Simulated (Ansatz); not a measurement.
Rh:
```
Rh
1.0
    2.68929     0.00000     0.00000
   -1.34465     2.32899     0.00000
    0.00000     0.00000     8.77444
Rh
4
Direct
  0.00000   0.00000   0.00000
  0.00000   0.00000   0.50000
  0.33333   0.66667   0.25000
  0.66667   0.33333   0.75000
```

Relaxed with r²SCAN.

Q: Map the electron localisation function on the plane through (0.000, 0.000, 0.000) spanned by u = [1, 1, 0] and v = [1, -1, 0] in lattice vectors, from plane-wave PAW r²SCAN (Ansatz code).

A: x is the fraction of u, y of v (the angle between them is 90°; rows are the nearest grid lines); atoms in the plane: Rh at (0.00, 0.00), Rh at (0.50, 0.50).
```
y \ x   0.000  0.0625  0.188  0.250  0.375  0.438  0.562  0.625  0.750  0.812  0.938   1.00
------  -----  ------  -----  -----  -----  -----  -----  -----  -----  -----  -----  -----
1.00    0.773   0.773  0.716  0.601  0.262  0.238  0.238  0.262  0.601  0.716  0.773  0.773
0.913   0.750   0.741  0.623  0.475  0.219  0.230  0.230  0.219  0.475  0.623  0.741  0.750
0.826   0.444   0.425  0.299  0.240  0.238  0.260  0.260  0.238  0.240  0.299  0.425  0.444
0.783   0.246   0.242  0.233  0.244  0.255  0.244  0.244  0.255  0.244  0.233  0.242  0.246
0.696   0.259   0.259  0.239  0.231  0.283  0.315  0.315  0.283  0.231  0.239  0.259  0.259
0.609   0.258   0.233  0.266  0.407  0.656  0.702  0.702  0.656  0.407  0.266  0.233  0.258
0.522   0.263   0.237  0.406  0.594  0.761  0.773  0.773  0.761  0.594  0.406  0.237  0.263
0.478   0.263   0.237  0.406  0.594  0.761  0.773  0.773  0.761  0.594  0.406  0.237  0.263
0.391   0.258   0.233  0.266  0.407  0.656  0.702  0.702  0.656  0.407  0.266  0.233  0.258
0.304   0.259   0.259  0.239  0.231  0.283  0.315  0.315  0.283  0.231  0.239  0.259  0.259
0.217   0.246   0.242  0.233  0.244  0.255  0.244  0.244  0.255  0.244  0.233  0.242  0.246
0.174   0.444   0.425  0.299  0.240  0.238  0.260  0.260  0.238  0.240  0.299  0.425  0.444
0.0870  0.750   0.741  0.623  0.475  0.219  0.230  0.230  0.219  0.475  0.623  0.741  0.750
0.000   0.773   0.773  0.716  0.601  0.262  0.238  0.238  0.262  0.601  0.716  0.773  0.773
```

The density is the valence pseudo-density with augmentation charge, so density and ELF within about 1 Å of a nucleus are not all-electron values.

Space group P6_3/mmc (dhcp (α-La type)). The workflow started from a Materials Project entry (that database holds measured and hypothetical structures alike); the Crystallography Open Database copy checked does not list it. It is not the phase usual at ambient conditions (space group No. 225). The r²SCAN relaxation kept the symmetry of its start; of distortions, only those at the zone centre were tested. The run is not spin-polarised.

Potentials: the later of the program's two PAW sets.
